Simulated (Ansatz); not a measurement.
**Slab of rocksalt MgO (100), 3 layers**

The slab is cut from the rocksalt crystal, which needn't be the stable phase, as relaxed on PAW files (9.62 Å³/atom), with 16 Å of vacuum and a dipole correction:

```yaml
crystal:
  lattice:
    - [3.00795, 0.00000, 0.00000]
    - [0.00000, 3.00795, 0.00000]
    - [0.00000, 0.00000, 20.25390]
  atoms:
    - { symbol: Mg, position: [0.25000, 0.25000, 0.39499] }
    - { symbol: O, position: [0.75000, 0.75000, 0.39499] }
    - { symbol: Mg, position: [0.75000, 0.75000, 0.50000] }
    - { symbol: O, position: [0.25000, 0.25000, 0.50000] }
    - { symbol: Mg, position: [0.25000, 0.25000, 0.60501] }
    - { symbol: O, position: [0.75000, 0.75000, 0.60501] }
```

All numbers are PBE results (scalar-relativistic) from Ansatz 0.2.0, with a Γ-centred 10×10×1 k mesh, Fermi–Dirac smearing of 0.02 eV, no spin polarisation. Methods: LAPW: all electrons, basis error target 1 meV/atom; PAW: frozen-core files, cutoff 420 eV.

The bulk energy comes from a cell in the slab's orientation on a 10×10×7 mesh. The surface energy is (E(slab) − N·E(bulk))/2A at zero smearing, the mean of both faces; thin slabs carry quantum-size effects.

Problem. As cut, the LAPW slab lies 1.024 eV above 6 atoms of bulk. What surface energy is that?

Solution. Over two faces of 9.05 Å² it is 56.6 meV/Å², and times 16.02 J/m² per eV/Å² that gives γ = 0.906 J/m².

Problem. What do relaxation and the other method give?

Solution. 

```
method  γ as cut (J/m²)  γ relaxed (J/m²)
  LAPW            0.906             0.888
   PAW            0.904             0.885
```

Problem. How do the spacings between the planes relax?

Solution. From the bottom face up: d12 0.0 % of 2.127 Å, d23 0.0 % of 2.127 Å. The outer plane rumples by 0.047 Å.

Problem. Where do the band edges lie?

Solution. On the k mesh: gap 3.43 eV, valence top 5.23 eV below the vacuum level.

Problem. A field of 0.5 V/Å is applied along the normal, atoms held. What follows?

Solution. LAPW finds an induced dipole of 0.1354 e·Å a cell (PAW 0.1353), that is 5.42 Å for 4πα over the area, against 4.30 Å between the outer atoms.

Problem. A core hole in the 1s shell of Mg is made on one Mg atom of each kind in every 1×1 cell (PAW hole dataset, neutral cell, valence without spin). What does it cost by layer?

Solution. layer 1 1303.28 eV, layer 2 1303.52 eV. Shifts between layers mean more than the absolute values, and a whole layer of holes screens otherwise than one hole.
